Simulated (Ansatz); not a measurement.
Starting cell, SnO (litharge type, space group P4/nmm):

```xyz
4
Lattice="3.7701 0.0000 0.0000 0.0000 3.7701 0.0000 0.0000 0.0000 4.5599" Properties=species:S:1:pos:R:3 pbc="T T T"
Sn     1.8850     0.0000     1.1558
Sn     0.0000     1.8850     3.4040
O      0.0000     0.0000     0.0000
O      1.8850     1.8850     0.0000
```

In each cell atom 3 (O, nearest neighbour Sn at 2.211 Å; its periodic images, 3.8 Å or more away, move with it) moves by s·(0.707, 0.707, 0.000) (along Cartesian [110]), the rest being held.

Method: PBEsol-D3(BJ) (plane waves to 420 eV, PAW, scalar-relativistic; Ansatz, an electronic-structure program). k mesh 10×10×8 (Γ-centred), Fermi-Dirac smearing 0.05 eV. E stands for the smeared free energy. With partly filled bands, energies and forces of such displacements shift with the k mesh and the smearing. SnO was relaxed with its symmetry unable to fall. ΔE is measured from the undisplaced structure. The last digit holds for this mesh only.

```csv
s (Å),ΔE (meV/cell)
-0.440,withheld
-0.352,573.2
-0.264,314.4
-0.176,137.0
-0.088,33.8
0.000,0.0
0.088,33.8
0.176,137.0
0.264,314.4
0.352,573.2
0.440,withheld
```

Task: Fit an even polynomial form (powers 2, 4) to the given rows and predict ΔE at s = 0.440.

Result: Least squares on the 9 given rows: ΔE = (4359)·s² + (2154)·s⁴, in meV/cell with s in Å; root-mean-square residual 0.09 meV/cell. At 0.440 the fit gives 924.6 meV/cell; the calculation gives 922.5 meV/cell, so the extrapolation is off by 2.1 (+0.2 %). The quadratic term alone would give 843.9 meV/cell.

(A displaced cell: forces are minus the slopes of the energy, force constants its curvatures, and phonons follow from these.)
